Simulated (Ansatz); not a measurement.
Data:

KF:
```cif
data_F4K4
_chemical_formula_sum 'K4 F4'
_space_group_name_H-M_alt 'Fm-3m'
_space_group_IT_number 225
_space_group_name_Hall '-F 4 2 3'
_cell_length_a 5.30657
_cell_length_b 5.30657
_cell_length_c 5.30657
_cell_angle_alpha 90.000
_cell_angle_beta 90.000
_cell_angle_gamma 90.000
loop_
_atom_site_label
_atom_site_type_symbol
_atom_site_symmetry_multiplicity
_atom_site_Wyckoff_symbol
_atom_site_fract_x
_atom_site_fract_y
_atom_site_fract_z
_atom_site_occupancy
K1 K 4 a 0.00000 0.00000 0.00000 1
F1 F 4 b 0.50000 0.50000 0.50000 1
```
(The calculation used a cell of 2 atoms; values per cell refer to that cell.)

This is the PBEsol-relaxed structure.

### Question
All from DFT-PBEsol in the program Ansatz with PAW potentials, unless another level is named. Estimate the electronic dielectric constant ε∞ (DFPT).

### Answer
2.02.

### Question
What about the Born charges (a third of the trace)?

### Answer
K +1.14, F -1.14 e.

The PBEsol relaxation kept the symmetry of its start.

Potentials: the earlier of the program's two PAW sets. The files were generated under PBE; for other functionals the program regenerates the frozen cores, and for LDA and PBEsol the local potential too.
